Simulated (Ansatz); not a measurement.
# Relaxing cobalt (simple cubic)

Method: DFT, m-r2SCAN, plane waves (500 eV) with PAW, scalar-relativistic (Ansatz 0.2.0). (PAW data from PBE, frozen cores regenerated.)

k-point mesh 14×14×14, Fermi-Dirac smearing 0.05 eV, starting moments 1.70 μB. Cell and atoms relax.

Starting structure:

```xyz
1
Lattice="2.2868 0.0000 0.0000 0.0000 2.2868 0.0000 0.0000 0.0000 2.2868" Properties=species:S:1:pos:R:3 pbc="T T T"
Co    0.0000    0.0000    0.0000
```

What cell does the relaxation end in?

Pm-3m (spin ignored) with a = 2.305 Å; 12.25 Å³ per atom against 11.96 at the start (2.4 %).

How much energy does the relaxation gain?

3.2 meV per atom.

Path of the relaxation (the plane waves are chosen anew near the end, which can shift the energy a little):

```
step  E − E(final) (meV/atom)  V (Å³/atom)  P (GPa)  max force (eV/Å)
   0                     3.24       11.959     3.49             0.000
   1                     1.29       12.078     2.11             0.000
   2                     0.37       12.264    -0.17             0.000
   3                     0.35       12.250     0.00             0.000
   4                     0.00       12.250     0.03             0.000
```

Which magnetic state does it end in?

ferromagnetic, net 1.84 μB per atom; moments 1.84 μB.

m-r²SCAN is r²SCAN on the gauge-invariant kinetic-energy density; without spin polarisation the two are equal.
